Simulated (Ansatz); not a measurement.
GaSb:
```xyz
4
Lattice="3.9646 0.0000 0.0000 -1.9823 3.4335 0.0000 0.0000 0.0000 6.9982" Properties=species:S:1:pos:R:3 pbc="T T T"
Ga     0.0000     0.0000     0.0000
Ga     0.0000     0.0000     3.4991
Sb     0.0000     2.2890     1.7495
Sb     1.9823     1.1445     5.2486
```

Relaxed with r²SCAN. Special points in fractions of this cell's reciprocal vectors: Γ (0.000, 0.000, 0.000); M (0.500, 0.000, 0.000); K (0.333, 0.333, 0.000); A (0.000, 0.000, 0.500); L (0.500, 0.000, 0.500); H (0.333, 0.333, 0.500).

Problem. List the band energies nearest the Fermi level at these points for plane-wave PAW r²SCAN (Ansatz code).

Solution. In eV from the Fermi level; about four levels below and three above (degenerate sets whole), none deeper than 8.9 eV; points with the same levels are listed once.

```
k                    below                above
-  -----------------------  -------------------
Γ        -7.92 -0.50 -0.14  0.27 0.27 0.95 0.95
M  -5.11 -4.83 -3.95 -2.16       0.53 1.20 1.39
K  -3.11 -3.11 -2.84 -2.84  4.72 4.93 5.91 5.91
A              -4.95 -4.95  0.63 0.63 0.63 0.63
L  -1.28 -1.28 -1.07 -1.07  3.30 3.30 5.67 5.67
H  -0.21 -0.21 -0.19 -0.19  2.17 2.17 7.40 7.40
```

Space group P6_3/mmc (NiAs type). The start of the workflow was typed in or built on a structure type; neither database checked (COD, Materials Project) lists it. It is not the phase usual at ambient conditions (space group No. 216). Symmetry was held in the r²SCAN relaxation; its stability against distortions is not shown here. Scalar-relativistic: spin–orbit coupling is off unless named, which matters more the heavier the elements.

Potentials: the later of the program's two PAW sets.
